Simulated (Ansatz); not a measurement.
**Does relaxation matter for the field gradients of SiC with an Si vacancy?**

Start: a supercell of SiC (zinc blende type, F-43m) built from a COD entry, with all atoms left at the host's positions.

```xyz
53
Lattice="0.0000 6.5370 6.5370 6.5370 0.0000 6.5370 6.5370 6.5370 0.0000" Properties=species:S:1:pos:R:3 pbc="T T T"
Si    2.1790    2.1790    0.0000
Si    4.3580    4.3580    0.0000
Si    2.1790    0.0000    2.1790
Si    4.3580    2.1790    2.1790
Si    6.5370    4.3580    2.1790
Si    4.3580    0.0000    4.3580
Si    6.5370    2.1790    4.3580
Si    8.7160    4.3580    4.3580
Si    0.0000    2.1790    2.1790
Si    2.1790    4.3580    2.1790
Si    4.3580    6.5370    2.1790
Si    2.1790    2.1790    4.3580
Si    4.3580    4.3580    4.3580
Si    6.5370    6.5370    4.3580
Si    4.3580    2.1790    6.5370
Si    6.5370    4.3580    6.5370
Si    8.7160    6.5370    6.5370
Si    0.0000    4.3580    4.3580
Si    2.1790    6.5370    4.3580
Si    4.3580    8.7160    4.3580
Si    2.1790    4.3580    6.5370
Si    4.3580    6.5370    6.5370
Si    6.5370    8.7160    6.5370
Si    4.3580    4.3580    8.7160
Si    6.5370    6.5370    8.7160
Si    8.7160    8.7160    8.7160
C     1.0895    1.0895    1.0895
C     3.2685    3.2685    1.0895
C     5.4475    5.4475    1.0895
C     3.2685    1.0895    3.2685
C     5.4475    3.2685    3.2685
C     7.6265    5.4475    3.2685
C     5.4475    1.0895    5.4475
C     7.6265    3.2685    5.4475
C     9.8055    5.4475    5.4475
C     1.0895    3.2685    3.2685
C     3.2685    5.4475    3.2685
C     5.4475    7.6265    3.2685
C     3.2685    3.2685    5.4475
C     5.4475    5.4475    5.4475
C     7.6265    7.6265    5.4475
C     5.4475    3.2685    7.6265
C     7.6265    5.4475    7.6265
C     9.8055    7.6265    7.6265
C     1.0895    5.4475    5.4475
C     3.2685    7.6265    5.4475
C     5.4475    9.8055    5.4475
C     3.2685    5.4475    7.6265
C     5.4475    7.6265    7.6265
C     7.6265    9.8055    7.6265
C     5.4475    5.4475    9.8055
C     7.6265    7.6265    9.8055
C     9.8055    9.8055    9.8055
```

Atom numbers follow the list; atoms alike are taken as one site, whose name carries the number of the first.

Computed with Ansatz: DFT, PBE, plane waves and PAW, scalar-relativistic, collinear spin, 420 eV cutoff, Γ-centred 3×3×3 k-points, Fermi–Dirac smearing 0.01 eV, cell charge -1. Start moments as typed (μB): 0 0 0 0 0 0 0 0 0 0 0 0 0 0 0 0 0 0 0 0 0 0 0 0 0 0 0.5 0 0.5 0 0 0 0.5 0 0 0 0 0 0 0 0 0 0 0 0.5 0 0 0 0 0 0 0 0 by atom.

The largest force at the start is 1.7 eV/Å. Relaxing the ions at fixed cell moves them by 0.144 Å at most (atom 27, C) and 0.041 Å rms.

```tsv
site	atom	moved (Å)	first shell before	first shell after	V_zz before (10²¹ V/m²)	η before
Si1	1	0.024	4 C at 1.89 Å	4 C at 1.83–1.90 Å	-0.85	0.12
Si4	4	0.006	4 C at 1.89 Å	4 C at 1.89 Å	0.016	0.00
Si8	8	0.001	4 C at 1.89 Å	4 C at 1.88–1.89 Å	0.17	0.00
Si14	14	0.005	4 C at 1.89 Å	4 C at 1.89 Å	-0.23	0.68
C27	27	0.144	3 Si at 1.89 Å	3 Si at 1.83 Å	2.81	0.00
C28	28	0.007	4 Si at 1.89 Å	4 Si at 1.89–1.90 Å	0.26	0.15
C32	32	0.003	4 Si at 1.89 Å	4 Si at 1.88–1.89 Å	-0.18	0.36
C40	40	0.000	4 Si at 1.89 Å	4 Si at 1.89 Å	0.071	0.00
```

Task: How do the gradients change?

Result: 

```tsv
site	atom	V_zz after	η after	change of V_zz
Si1	1	-1.80	0.20	-0.95
Si4	4	0.31	0.00	+0.29
Si8	8	0.17	0.00	0.00
Si14	14	-0.19	0.71	+0.04
C27	27	2.55	0.00	-0.26
C28	28	0.22	0.17	-0.04
C32	32	0.064	0.82	–
C40	40	-0.021	0.00	-0.09
```

The largest change of V_zz along a kept axis is on Si1, from -0.85 to -1.80. In per cent, |V_zz| changes by -10 on C (all sites that start above 2). On C28 V_xx and V_yy change places (or their axes turn by over 50°), so the two values of η hide a larger change. V_zz changes sign on C40 (same axis). On C32 the largest principal value lies along another axis in the second run, so the two V_zz can't be compared directly. Sites without a gradient aren't listed.

The defect repeats with the cell of 53 atoms, so it feels its images: sites between two images don't show the values beside a lone defect, and zeros or small values of η there can come from the images' arrangement. A uniform background compensates the cell's charge. The defect cell has no gap above 0.1 eV on its mesh, so the values can hang on the smearing and the k-mesh.
Before: The neighbours have not yet relaxed around the defect (largest force 1.7 eV/Å), so a real crystal will differ.
After: The relaxation keeps the symmetry of the vacancy's site, so distortions that break it, Jahn–Teller ones too, aren't explored.
